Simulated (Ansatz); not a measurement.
The relaxed structure here is a generated cell of Mg3Sb2: the first start was made by placing the elements on the sites of a structure type, and the end was not matched to a known phase here, so it may be hypothetical. Known forms of Mg3Sb2 include space group No. 164.

The end point of a relaxation of Mg₃Sb₂. Space group R-3m (No. 166). All values below come from r2SCAN (plane waves to 500 eV, PAW, scalar-relativistic; Ansatz, a program for electronic structure).

Space group R-3m, hexagonal axes (No. 166); a = 4.5303 Å, b = 4.5303 Å, c = 25.2075 Å, α = 90.00°, β = 90.00°, γ = 120.00°

```json
[
 {"atom": "Sb", "site": "6c", "symmetry": "3m", "x": "0.0000", "y": "0.0000", "z": "0.4024"},
 {"atom": "Mg", "site": "3a", "symmetry": "-3m", "x": "0.0000", "y": "0.0000", "z": "0.0000"},
 {"atom": "Mg", "site": "6c", "symmetry": "3m", "x": "0.0000", "y": "0.0000", "z": "0.2334"}
]
```
(The calculation used a cell of 5 atoms; values per cell refer to that cell.)

```json
{
 "volume_per_atom": "29.87 Å³",
 "density": "3.52 g/cm³",
 "band_gap": "0.42 eV, indirect (valence top at 50 % of the way from Γ to S0, conduction bottom at k = (0.25, 0.25, -0.3333)) (no spin-orbit coupling)",
 "smallest_direct_gap": "0.99 eV at k = (0.0833, 0.0833, -0.3333)",
 "shortest_distances": "Mg–Sb 2.73 Å",
 "k-mesh": "12×12×12"
}
```

Band energies at high-symmetry points (eV from the VBM; labels of this space group; no spin-orbit coupling), from −5 eV up to 3.2 eV:

```json
[
 {"point": "Γ", "energies": "-3.91 -0.53 -0.53 -0.36 -0.30 -0.30 0.96 2.69"},
 {"point": "T", "energies": "-3.05 -2.21 -0.61 -0.61 -0.20 -0.20 2.47 2.82"},
 {"point": "H2", "energies": "-3.92 -3.78 -3.62 -2.78 -1.21 -0.80 1.47 1.68 3.13"},
 {"point": "H0", "energies": "-3.92 -3.78 -3.62 -2.78 -1.21 -0.80 1.47 1.68 3.13"},
 {"point": "L", "energies": "-4.65 -3.92 -1.96 -1.74 -1.15 -0.64 0.50 1.84 2.01"},
 {"point": "S0", "energies": "-3.93 -3.71 -3.69 -2.81 -1.26 -0.75 1.33 2.00 2.92"},
 {"point": "S2", "energies": "-3.93 -3.71 -3.69 -2.81 -1.26 -0.75 1.33 2.00 2.92"},
 {"point": "F", "energies": "-4.51 -4.13 -1.83 -1.42 -1.18 -1.00 0.82 1.44 2.77 3.06"}
]
```

No spin polarisation in the result. Without spin-orbit coupling the bands of the heavy element are not split, so the gap can be far off.

The run could not lose the symmetry of its start, so the end can be a saddle point.
